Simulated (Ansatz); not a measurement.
Here is the system:

Relaxed Ge (diamond):

```
CELL_PARAMETERS angstrom
      0.00000     2.88111     2.88111
      2.88111     0.00000     2.88111
      2.88111     2.88111     0.00000
ATOMIC_POSITIONS crystal
  Ge 0.50000 0.50000 0.50000
  Ge 0.75000 0.75000 0.75000
```

A phonon eigenvector at Γ is frozen into this cell: atom i moves by Q times the vector below, so Q is the largest atomic displacement, in Å. The cell is held. It is one choice among 3 degenerate patterns.

```tsv
atom	x	y	z
Ge1	0.000	0.000	-1.000
Ge2	0.000	0.000	1.000
```

All values below come from PBE (plane waves to 420 eV, PAW, scalar-relativistic; Ansatz, a first-principles code). k mesh 14×14×14 (Γ-centred), Fermi-Dirac smearing 0.05 eV. E stands for the smeared free energy. With partly filled bands, energies and forces of such displacements shift with the k mesh and the smearing. Ge was relaxed with its symmetry unable to fall. The PAW data are Ansatz's earlier set. ΔE is measured from the undisplaced structure.

The scan covers Q from -0.100 to 0.100 Å in 13 points.

**Question.** Is the energy the same for equal positive and negative displacements?

**Answer.** Even: the same for both signs.

**Question.** Which space group does the distorted structure have?

**Answer.** Imma (No. 74), lowered from Fd-3m.

**Question.** What is the energy change at Q = 0.100 Å?

**Answer.** 197 meV/cell.

**Question.** What harmonic wavenumber does the curvature at Q = 0 give?

**Answer.** 272 cm⁻¹.

(For displaced atoms, the force is minus the slope of the energy, and its curvature is a force constant, which sets phonon frequencies.)
